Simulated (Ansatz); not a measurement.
Relaxed-ion elastic tensor of Rb₂InAgCl₆ in space group Fm-3m (No. 225; Rb on 8c, In on 4a, Ag on 4b, Cl on 24e) in GPa (Voigt order), DFT-LDA in the program Ansatz with PAW potentials; density 3.89 g/cm³, 25.90 Å³ per atom.

```
70.1  26.4  26.4   0.0   0.0   0.0
26.4  70.1  26.4   0.0   0.0   0.0
26.4  26.4  70.1   0.0   0.0   0.0
 0.0   0.0   0.0   9.6   0.0   0.0
 0.0   0.0   0.0   0.0   9.6   0.0
 0.0   0.0   0.0   0.0   0.0   9.6
```

**Question.** Is the crystal mechanically stable?

**Answer.** Yes: the smallest eigenvalue of C is 9.6 GPa.

**Question.** Work out the Voigt, Reuss and Hill averages.

**Answer.** K_V = 41.0, K_R = 41.0, K_H = 41.0; G_V = 14.5, G_R = 12.4, G_H = 13.5 GPa.

**Question.** Give Young's modulus, Poisson's ratio, Pugh's ratio and the universal anisotropy index.

**Answer.** E = 9KG/(3K + G) = 36.4 GPa; ν = 0.35; K/G = 3.04 (ductile by the Pugh limit of 1.75); A_U = 5G_V/G_R + K_V/K_R − 6 = 0.85.

**Question.** Estimate the sound speeds and the Debye temperature.

**Answer.** v_l = √((K + 4G/3)/ρ) = 3890 m/s, v_t = √(G/ρ) = 1860 m/s, mean 2090 m/s; Θ = (h/k)(3n/4πV)^(1/3) v_m = 211 K.

**Question.** Give the Zener ratio and Young's modulus along [100], [110] and [111].

**Answer.** A = 2C44/(C11 − C12) = 0.44; 1/E = S11 − 2(S11 − S12 − S44/2)Γ with Γ = 0, 1/4, 1/3 gives 55.7, 30.8, 26.8 GPa.

**Question.** Solve the Christoffel equation for the three sound speeds along [100], [110], [111].

**Answer.** Eigenvalues of C_ijkl n_j n_l equal ρv². In km/s, slowest first: [100] 1.58, 1.58, 4.25; [110] 1.58, 2.37, 3.86; [111] 2.14, 2.14, 3.72.

The workflow started from a Materials Project entry (that database holds measured and hypothetical structures alike); the Crystallography Open Database copy checked does not list it. Whether it is the stable phase at ambient conditions was not checked. Symmetry was held in the LDA relaxation. At this level the phase is dynamically unstable (imaginary phonons). No spin polarisation was allowed.

Potentials: the later of the program's two PAW sets.
